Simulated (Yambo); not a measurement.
Na2CO3 (space group C2/m, No. 12), G0W0@PBEsol (Yambo, plasmon pole, terminator in G, 2×2×2 mesh): gap (0, 0, -0.5) → Γ in eV by bands and screening block.

```json
[
 {"bands (W and G)": "65", "2 Ry": "8.25", "3 Ry": "7.91", "4 Ry": "7.82", "6 Ry": "7.74", "7 Ry": "7.74"},
 {"bands (W and G)": "90", "2 Ry": "___", "3 Ry": "7.46", "4 Ry": "7.39", "6 Ry": "7.34", "7 Ry": "7.35"},
 {"bands (W and G)": "124", "2 Ry": "7.59", "3 Ry": "___", "4 Ry": "7.20", "6 Ry": "7.17", "7 Ry": "7.19"},
 {"bands (W and G)": "166", "2 Ry": "7.50", "3 Ry": "7.15", "4 Ry": "7.10", "6 Ry": "7.10", "7 Ry": "7.12"},
 {"bands (W and G)": "208", "2 Ry": "7.45", "3 Ry": "7.10", "4 Ry": "___", "6 Ry": "7.06", "7 Ry": "7.09"}
]
```

### Question
Estimate the withheld gaps from their neighbours; the computed values follow.

### Answer

- 90, 2 Ry: 7.79
- 124, 3 Ry: 7.25
- 208, 4 Ry: 7.05

The largest settings aren't shown to be the converged limit.

Geometry of the Materials Project entry, not relaxed at this level; primitive cell a = 5.121 Å, b = 5.121 Å, c = 5.922 Å, α = 101.29°, β = 101.29°, γ = 61.87°.
